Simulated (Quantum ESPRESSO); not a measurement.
# Si12Ge4: input and log of a self-consistent run

A calculation, not a measurement. The program is pw.x of Quantum ESPRESSO 7.5 (plane-wave density functional theory). The cell is made up: 16 atoms on a doubled zincblende/diamond lattice, with randomly drawn elements, strain and displacements, not relaxed. PseudoDojo standard norm-conserving files (v0.5 for PBE, v0.4.1 for LDA and PBEsol) set the functional; there is no spin polarisation, spin-orbit coupling or dispersion term, and the masses in the input are unused placeholders.

Input:

```
&control calculation='scf', pseudo_dir='./dojo.nc.sr.pbe.v0_5.standard.upf', outdir='./o', disk_io='low', tprnfor=.true., tstress=.true. /
&system ibrav=0, nat=16, ntyp=2, nbnd=58, ecutwfc=99.00267394, nosym=.true., tot_charge=0,
 occupations='smearing', smearing='fd', degauss=0.0018374661
/
&electrons conv_thr=7.350e-09, electron_maxstep=60, /
ATOMIC_SPECIES
Ge 1.0 Ge.upf
Si 1.0 Si.upf
CELL_PARAMETERS angstrom
5.6993 0.0 0.0
0.0 5.6993 0.0
0.0 0.0 11.3985
ATOMIC_POSITIONS angstrom
Si -0.0051 0.0043 -0.0259
Si -0.0074 2.8598 2.8246
Si 2.8372 -0.0302 2.8208
Si 2.8462 2.9049 0.0365
Si -0.015 0.0018 5.703
Si 0.0059 2.864 8.544
Si 2.8419 0.0208 8.5517
Si 2.8332 2.8277 5.6727
Si 1.4409 1.4495 1.4357
Ge 1.383 4.2988 4.2764
Si 4.2846 1.4264 4.2701
Ge 4.2918 4.2491 1.3986
Ge 1.4482 1.4526 7.1056
Si 1.4236 4.2973 9.9642
Si 4.2826 1.4096 9.9709
Ge 4.2556 4.2672 7.0927
K_POINTS automatic
6 6 4 1 1 1
```

The log is shortened where brackets say so; the opening notice, blank lines, dates and the lines on written files are dropped, and the path of the files is cut. It prints rydbergs, bohrs and kilobars, and counts compression as positive stress.

```
     Program PWSCF v.7.5
     Parallel version (MPI & OpenMP), running on       4 processor cores
     Number of MPI processes:                 4
     Threads/MPI process:                     1
     [start-up lines left out]
     bravais-lattice index     =            0
     lattice parameter (alat)  =      10.7701  a.u.
     unit-cell volume          =    2498.5459 (a.u.)^3
     number of atoms/cell      =           16
     number of atomic types    =            2
     number of electrons       =       104.00
     number of Kohn-Sham states=           58
     kinetic-energy cutoff     =      99.0027  Ry
     charge density cutoff     =     396.0107  Ry
     scf convergence threshold =      7.3E-09
     mixing beta               =       0.7000
     number of iterations used =            8  plain     mixing
     Exchange-correlation= PBE
                           (   1   4   3   4   0   0   0)
     [axes and pseudopotential details left out]
   Cartesian axes
     site n.     atom                  positions (alat units)
         1        Si     tau(   1) = (  -0.0008948   0.0007545  -0.0045444  )
         2        Si     tau(   2) = (  -0.0012984   0.5017809   0.4956047  )
         3        Si     tau(   3) = (   0.4978155  -0.0052989   0.4949380  )
         4        Si     tau(   4) = (   0.4993947   0.5096942   0.0064043  )
         5        Si     tau(   5) = (  -0.0026319   0.0003158   1.0006492  )
         6        Si     tau(   6) = (   0.0010352   0.5025179   1.4991315  )
         7        Si     tau(   7) = (   0.4986402   0.0036496   1.5004825  )
         8        Si     tau(   8) = (   0.4971137   0.4961486   0.9953328  )
         9        Si     tau(   9) = (   0.2528205   0.2543295   0.2519081  )
        10        Ge     tau(  10) = (   0.2426614   0.7542681   0.7503378  )
        11        Si     tau(  11) = (   0.7517765   0.2502763   0.7492324  )
        12        Ge     tau(  12) = (   0.7530398   0.7455477   0.2453986  )
        13        Ge     tau(  13) = (   0.2541014   0.2548734   1.2467496  )
        14        Si     tau(  14) = (   0.2497851   0.7540049   1.7483200  )
        15        Si     tau(  15) = (   0.7514256   0.2473286   1.7494956  )
        16        Ge     tau(  16) = (   0.7466882   0.7487235   1.2444862  )
     number of k points=    72  Fermi-Dirac smearing, width (Ry)=  0.0018
                       cart. coord. in units 2pi/alat
        k(    1) = (   0.0833333   0.0833333   0.0625005), wk =   0.0277778
        k(    2) = (   0.0833333   0.0833333   0.1875016), wk =   0.0277778
     [further k points left out]
     Dense  grid:   332665 G-vectors     FFT dimensions: (  72,  72, 144)
     Estimated max dynamical RAM per process >       1.20 GB
     Estimated total dynamical RAM >       4.58 GB
     Initial potential from superposition of free atoms
     starting charge     103.9894, renormalised to     104.0000
     Starting wfcs are   84 randomized atomic wfcs
     total cpu time spent up to now is       27.8 secs
     per-process dynamical memory:  1047.7 Mb
     Self-consistent Calculation
     iteration #  1     ecut=    99.00 Ry     beta= 0.70
     Davidson diagonalization with overlap
     ethr =  1.00E-02,  avg # of iterations =  3.7
     Threshold (ethr) on eigenvalues was too large:
     Diagonalizing with lowered threshold
     Davidson diagonalization with overlap
     ethr =  2.64E-04,  avg # of iterations =  3.1
     total cpu time spent up to now is      153.6 secs
     total energy              =    -816.03410460 Ry
     estimated scf accuracy    <       0.32390835 Ry
     iteration #  2     ecut=    99.00 Ry     beta= 0.70
     Davidson diagonalization with overlap
     ethr =  3.11E-04,  avg # of iterations =  1.1
     total cpu time spent up to now is      198.8 secs
     total energy              =    -816.04177736 Ry
     estimated scf accuracy    <       0.02215669 Ry
     iteration #  3     ecut=    99.00 Ry     beta= 0.70
     Davidson diagonalization with overlap
     c_bands:  1 eigenvalues not converged
     c_bands:  1 eigenvalues not converged
     ethr =  2.13E-05,  avg # of iterations = 14.4
     total cpu time spent up to now is      292.7 secs
     total energy              =    -816.03704267 Ry
     estimated scf accuracy    <       0.04163021 Ry
     iteration #  4     ecut=    99.00 Ry     beta= 0.70
     Davidson diagonalization with overlap
     ethr =  2.13E-05,  avg # of iterations =  8.3
     total cpu time spent up to now is      365.1 secs
     total energy              =    -816.04528835 Ry
     estimated scf accuracy    <       0.00603431 Ry
     iteration #  5     ecut=    99.00 Ry     beta= 0.70
     Davidson diagonalization with overlap
     ethr =  5.80E-06,  avg # of iterations =  5.6
     total cpu time spent up to now is      427.4 secs
     total energy              =    -816.04582635 Ry
     estimated scf accuracy    <       0.00053762 Ry
     [iterations 6 to 8 left out]
     iteration #  9     ecut=    99.00 Ry     beta= 0.70
     Davidson diagonalization with overlap
     ethr =  7.31E-09,  avg # of iterations =  4.8
     total cpu time spent up to now is      658.6 secs
     total energy              =    -816.04598862 Ry
     estimated scf accuracy    <       0.00000261 Ry
     iteration # 10     ecut=    99.00 Ry     beta= 0.70
     Davidson diagonalization with overlap
     ethr =  2.51E-09,  avg # of iterations =  2.0
     total cpu time spent up to now is      707.0 secs
     total energy              =    -816.04598856 Ry
     estimated scf accuracy    <       0.00000068 Ry
     iteration # 11     ecut=    99.00 Ry     beta= 0.70
     Davidson diagonalization with overlap
     ethr =  6.55E-10,  avg # of iterations =  4.0
     total cpu time spent up to now is      762.9 secs
     total energy              =    -816.04598870 Ry
     estimated scf accuracy    <       0.00000002 Ry
     iteration # 12     ecut=    99.00 Ry     beta= 0.70
     Davidson diagonalization with overlap
     ethr =  2.36E-11,  avg # of iterations =  4.0
     total cpu time spent up to now is      819.6 secs
     total energy              =    -816.04598870 Ry
     estimated scf accuracy    <       0.00000002 Ry
     iteration # 13     ecut=    99.00 Ry     beta= 0.70
     Davidson diagonalization with overlap
     ethr =  1.63E-11,  avg # of iterations =  2.0
     total cpu time spent up to now is      867.8 secs
     End of self-consistent calculation
     [lines on levels left out]
!    total energy              =    -816.04598870 Ry
     estimated scf accuracy    <          3.9E-09 Ry
     smearing contrib. (-TS)   =      -0.00000000 Ry
     internal energy E=F+TS    =    -816.04598870 Ry
     The total energy is F=E-TS. E is the sum of the following terms:
     one-electron contribution =    -513.87805975 Ry
     hartree contribution      =     309.39498497 Ry
     xc contribution           =    -210.75871249 Ry
     ewald contribution        =    -400.80420143 Ry
     convergence has been achieved in  13 iterations
     Forces acting on atoms (cartesian axes, Ry/au):
     atom    1 type  2   force =     0.01532308    0.01240362    0.00078491
     atom    2 type  2   force =     0.00327380   -0.02282594    0.01166285
     atom    3 type  2   force =     0.00820157    0.02574350    0.00868235
     atom    4 type  2   force =    -0.01086110   -0.03039834   -0.03156303
     atom    5 type  2   force =    -0.00587381    0.01734201   -0.00530862
     atom    6 type  2   force =    -0.00213464   -0.00276173    0.01445635
     atom    7 type  2   force =     0.00487043   -0.00509503    0.00983957
     atom    8 type  2   force =     0.01337297    0.00418503   -0.01510478
     atom    9 type  2   force =    -0.00624556   -0.00707408   -0.00763719
     atom   10 type  1   force =     0.00891690   -0.00926782   -0.00576151
     atom   11 type  2   force =    -0.00742242   -0.00506121   -0.00979598
     atom   12 type  1   force =     0.00042796    0.01823974    0.00684693
     atom   13 type  1   force =    -0.01284678   -0.01001029    0.00780149
     atom   14 type  2   force =     0.00047118   -0.00201965    0.00205472
     atom   15 type  2   force =    -0.00733991    0.01559196    0.00246061
     atom   16 type  1   force =    -0.00213366    0.00100825    0.01058133
     Total force =     0.081938     Total SCF correction =     0.000237
     Computing stress (Cartesian axis) and pressure
          total   stress  (Ry/bohr**3)                   (kbar)     P=      -58.01
  -0.00039277   0.00000495   0.00000084          -57.78        0.73        0.12
   0.00000495  -0.00039636  -0.00000904            0.73      -58.31       -1.33
   0.00000084  -0.00000904  -0.00039392            0.12       -1.33      -57.95
     init_run     :     26.74s CPU     27.77s WALL (       1 calls)
     electrons    :    830.91s CPU    840.05s WALL (       1 calls)
     forces       :     12.66s CPU     12.77s WALL (       1 calls)
     stress       :     41.96s CPU     43.33s WALL (       1 calls)
     [timing details left out]
     PWSCF        :  15m12.54s CPU  15m24.53s WALL
     JOB DONE.
```

In other units: free energy -11102.871 eV for the cell, pressure -5.80 GPa, largest force component 0.812 eV/Å. This run is the check on a run of the same cell at a cutoff of 1061 eV and k mesh 4 x 4 x 2: rerunning at a cutoff of 1347 eV and k mesh 6 x 6 x 4 moved values by no more than 0.035 eV in energy, 0.04 GPa in stress and 0.002 eV/Å in force.